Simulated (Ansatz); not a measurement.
Cu in space group P6/mmm (No. 191; Cu on 1a, Cu on 2d) at seven volumes, plane-wave PAW PBE (Ansatz code), shape and atoms relaxed at each. One row is withheld.

| V (Å³/atom) | P (GPa) |
|---|---|
| 11.081 | 16.11 |
| 11.446 | 9.75 |
| 11.811 | 4.44 |
| 12.177 | 0.00 |
| 12.542 | ? |
| 12.907 | -6.77 |
| 13.273 | -9.33 |

Problem. Fit the shown pressures and predict the withheld one.

Solution. P = (3/2)B₀(x^(7/2) − x^(5/2))[1 + (3/4)(B′ − 4)(x − 1)] with x = (V₀/V)^(2/3). Least squares on the six rows gives V₀ = 12.177 Å³/atom, B₀ = 135 GPa, B′ = 5.04. At V = 12.542, x = 0.9805 and P = -3.70 GPa. The run itself gave -3.70 GPa.

A made-up cell: these elements were put on the sites of a structure type; neither database checked (COD, Materials Project) lists it. It is not the phase usual at ambient conditions (space group No. 225). The PBE relaxation kept the symmetry of its start. At this level the phase is dynamically unstable (imaginary phonons). The run is not spin-polarised.

Potentials: the later of the program's two PAW sets.
